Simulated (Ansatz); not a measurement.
BaZrO3 (cubic perovskite)

```
BaZrO3
1.0
    4.20507     0.00000     0.00000
    0.00000     4.20507     0.00000
    0.00000     0.00000     4.20507
Ba Zr O
1 1 3
Direct
  0.00000   0.00000   0.00000
  0.50000   0.50000   0.50000
  0.50000   0.00000   0.50000
  0.00000   0.50000   0.50000
  0.50000   0.50000   0.00000
```

The relaxed cell is deformed in two ways at once: its volume V is scaled, and at that volume it is stretched along z (the c axis of the conventional cell) so that c/a changes. Fractional atomic positions are held.

These are r2SCAN (plane waves to 500 eV, PAW, scalar-relativistic; Ansatz, a quantum-chemistry and plane-wave program) values and carry that method's errors. k mesh 8×8×8 (Γ-centred), Fermi-Dirac smearing 0.05 eV. Compression counts positive. BaZrO3 is run without spin polarisation. BaZrO3 was relaxed with its symmetry unable to fall.

At one point of the scan the stress tensor (GPa) is:

```
   13.3      0.0      0.0
    0.0     13.3      0.0
    0.0      0.0     -1.8
```

**Question.** Which point is it?
A) V/V₀ = 1.000, (c/a)/(c/a)₀ = 1.120
B) V/V₀ = 0.920, (c/a)/(c/a)₀ = 1.000
C) V/V₀ = 0.960, (c/a)/(c/a)₀ = 1.120
D) V/V₀ = 0.960, (c/a)/(c/a)₀ = 1.060

**Answer.** D, V/V₀ = 0.960, (c/a)/(c/a)₀ = 1.060

(Under strain, the slope of the energy per volume gives the stress and its curvature an elastic modulus.)
